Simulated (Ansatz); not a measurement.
## Calculated Ga-71 nuclear quadrupole resonance for GaAgP₂Se₆

Cell: a Materials Project structure (computed, not necessarily an observed phase), atoms as given.

Space group P-31c (No. 163); a = 6.3923, c = 13.8450 Å, γ = 120.00°.

```csv
site,Wyckoff,site symmetry,x,y,z
Ga,2a,3.2,0.0000,0.0000,0.2500
Ag,2d,3.2,0.3333,0.6667,0.7500
P,4f,3..,0.6667,0.3333,0.6698
Se,12i,1,0.6795,0.9803,0.1263
```

One atom of each set is listed.

Method: Kohn–Sham DFT in Ansatz, PBE, plane waves and PAW, scalar-relativistic, 420 eV cutoff, Γ-centred 5×5×2 k-points, Fermi–Dirac smearing 0.02 eV.

Ga-71: I = 3/2, Q = 107.0 mb (year-2017 value). Static lattice, zero field.

Question: Predict the zero-field Ga-71 lines of each site.

Answer: For I = 3/2 there is one line, ν = (|C_Q|/2)(1 + η²/3)^½.

```json
{"site": "Ga", "atoms": "2", "V_zz (10²¹ V/m²)": "-1.46", "C_Q (MHz)": "-3.78", "η": "0.00", "line frequencies (MHz)": "1.89"}
```

Question: And for Ga-69 (I = 3/2, Q = 171.0 mb) on Ga?

Answer: C_Q scales with Q to -6.05 MHz, with lines at 3.02 MHz.

An axis of threefold or higher order runs through Ga, so V_zz lies along it and η is zero.

The largest force is 0.3 eV/Å, so the atoms aren't at the calculated equilibrium and relaxing them would move these values.

The run took 83 s of wall time (84 s of CPU time) and 1.2 GiB at its peak, on 1 thread of Arm Neoverse V1 (aarch64; 8 cores open to the job, memory cap 2.5 GiB, no GPU), a shared host with a load of 0.6 a core.
